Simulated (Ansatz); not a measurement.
SrSi$_{2}$Ag$_{2}$:
Space group I4/mmm (No. 139); a = 4.387 Å, b = 4.387 Å, c = 10.493 Å, α = 90.00°, β = 90.00°, γ = 90.00°

```csv
atom,site,symmetry,x,y,z
Si,4e,4mm,0.0000,0.0000,0.3890
Ag,4d,-4m2,0.0000,0.5000,0.2500
Sr,2a,4/mmm,0.0000,0.0000,0.0000
```
(The calculation used a cell of 5 atoms; values per cell refer to that cell.)

Relaxed at zero pressure with plane-wave PAW r²SCAN (Ansatz code).

### Question
The volume is raised by 6 % and shape and atoms relax at that volume. What pressure results, and how do the axes share the change?

### Answer
-3.9 GPa; a 2.2 %, b 2.2 %, c 1.5 %; the energy rises by 16 meV/atom.

### Question
Give the new structure.

### Answer

Space group I4/mmm (No. 139); a = 4.483 Å, b = 4.483 Å, c = 10.653 Å, α = 90.00°, β = 90.00°, γ = 90.00°

```tsv
atom	site	symmetry	x	y	z
Si	4e	4mm	0.0000	0.0000	0.3893
Ag	4d	-4m2	0.0000	0.5000	0.2500
Sr	2a	4/mmm	0.0000	0.0000	0.0000
```

The phase is kept; no other phase was compared at this pressure.

The workflow started from an entry of the Crystallography Open Database (COD). Its standing as an ambient phase is unchecked. The r²SCAN relaxation kept the symmetry of its start; whether a distortion lowers the energy is not shown. The run is not spin-polarised.

Potentials: the later of the program's two PAW sets.
